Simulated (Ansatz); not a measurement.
## ScF$_{3}$: from a starting cell to a relaxed one

The start is a generated cell, ScF3 placed in the AFLOW prototype AB3_hP8_194_c_bf (D0_18, as in Na3As). The structure is fully relaxed (lattice and positions, P = 0) with PBE (plane waves to 420 eV, PAW, scalar-relativistic; Ansatz, a program for electronic structure). First-step values are on the input's coarse k-mesh.

Ansatz input (later rounds restart from its end on a renewed k-mesh):
Ansatz 0.2 input:
```yaml
crystal:
  lattice:
    - [4.4135509, 0, 0]
    - [-2.2067755, 3.8222472, 0]
    - [0, 0, 7.7913747]
  atoms:
    - { symbol: F, position: [0, 0, 0.25] }
    - { symbol: F, position: [0, 0, 0.75] }
    - { symbol: F, position: [0.33333333, 0.66666667, 0.917] }
    - { symbol: F, position: [0.66666667, 0.33333333, 0.417] }
    - { symbol: F, position: [0.66666667, 0.33333333, 0.083] }
    - { symbol: F, position: [0.33333333, 0.66666667, 0.583] }
    - { symbol: Sc, position: [0.33333333, 0.66666667, 0.25] }
    - { symbol: Sc, position: [0.66666667, 0.33333333, 0.75] }
basis: { ecutwfc: 420, ecutrho_ratio: 4, xc_grid: 2, fft_grid_basis: typed }
kpoints: { mp_grid: { grid: [6, 6, 3] } }
hamiltonian:
  xc: pbe
  dispersion: none
  pseudopotentials: { kind: paw }
scf: { occupations: { method: fermi_dirac, width: 0.05 } }
relax: { f_tol: 0.01, max_steps: 100, cell: { stress_tol: 0.02 } }
output: { forces: true, stress: true }
```

- Energy released = 0.76 eV/atom
- Volume change = -37.5 %, from 16.43 to 10.27 Å³/atom
- Shortest distances (start → end) = The closest pairs of elements (up to four, under 3.6 Å), start → end: F–Sc 2.55 → 2.08 Å; F–F 2.60 → 2.36 Å
- Optimiser moves = 10

Final structure:

Space group P6₃/mmc (No. 194); a = b = 3.8132 Å, c = 6.5258 Å, α = β = 90.00°, γ = 120.00°

| atom | site | symmetry | x | y | z |
|---|---|---|---|---|---|
| F | 2b | -6m2 | 0.0000 | 0.0000 | 0.2500 |
| F | 4f | 3m. | 0.3333 | 0.6667 | 0.0695 |
| Sc | 2d | -6m2 | 0.6667 | 0.3333 | 0.2500 |

Final values are on a 10×10×5 k-mesh of the relaxed cell. No spin polarisation in the result.

The run could not lose the symmetry of its start.

The first start was generated by placing the elements on the sites of a structure type. A measured structure of ScF3 has the same space group, P6₃/mmc (No. 194); the sites were not compared with it.
